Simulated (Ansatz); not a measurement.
K:
```
CELL_PARAMETERS angstrom
     -2.64074     2.64074     2.64074
      2.64074    -2.64074     2.64074
      2.64074     2.64074    -2.64074
ATOMIC_POSITIONS crystal
  K  0.00000 0.00000 0.00000
```

Relaxed with PBE. Special points in fractions of this cell's reciprocal vectors: Γ (0.000, 0.000, 0.000); H (0.500, -0.500, 0.500); N (0.000, 0.000, 0.500); P (0.250, 0.250, 0.250).

Q: List the band energies nearest the Fermi level at these points for DFT-PBE in the program Ansatz with PAW potentials.

A: In eV from the Fermi level; about four levels below and three above (degenerate sets whole), none deeper than 8.9 eV; points with the same levels are listed once.

```
k  below                     above
-  -----  ------------------------
Γ  -2.18            4.25 4.25 4.25
H      –  1.65 1.65 3.44 3.44 3.44
N      –            0.42 0.66 3.14
P      –            1.44 1.44 1.44
```

Space group Im-3m (bcc (W type)). Symmetry was held in the PBE relaxation.

Potentials: the later of the program's two PAW sets.
